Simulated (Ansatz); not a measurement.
MgS (rock salt, Fm-3m), plane-wave PAW LDA (Ansatz code): ε∞ = 5.58, cell volume 33.74 Å³. Infrared-active transverse modes:

```json
[
 {"ω_TO (cm⁻¹)": "251.5", "oscillator strength S_xx (e²/amu)": "0.3811"}
]
```

Task: Compute the static dielectric constant.

Result: Each mode adds (4.921e7/V) S/ω²: 8.78. So ε0 = 14.4.

Task: What LO frequency does the Lyddane–Sachs–Teller relation give?

Result: ω_LO = ω_TO √(ε0/ε∞) = 403 cm⁻¹.

The cell was relaxed with LDA under the symmetry of its start.

Potentials: the earlier of the program's two PAW sets. The files were generated under PBE; for other functionals the program regenerates the frozen cores, and for LDA and PBEsol the local potential too.
